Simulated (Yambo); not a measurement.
Material: NaI (rock salt, space group Fm-3m, No. 225) under isotropic strain of -1.5 % on all lattice vectors; a = b = c = 4.458 Å, α = β = γ = 60.00° (2 atoms in the cell). The PBEsol cell relaxed from Materials Project entry mp-23268 was given an isotropic strain of -1.5 % on all lattice vectors, and the atoms were relaxed again.

With PBEsol (pw.x of Quantum ESPRESSO, ONCV potentials, without SOC), the gap between the mesh's edge points (Γ → Γ) is 3.719 eV.

Question: What does a G0W0 run in Yambo give for it (4×4×4 Γ-centred k mesh, bands 2 to 146 and a 10 Ry block in the screening, 146 bands in G with the Bruneval-Gonze terminator, plasmon pole fitted at 27.2 eV)?

Answer: The correction is 2.096 eV, giving 5.816 eV, 1.6 times the PBEsol value.  Convergence of the G0W0 settings was not tested. Spin-orbit coupling is left out, which matters for elements this heavy: edges can move by tenths of an eV.
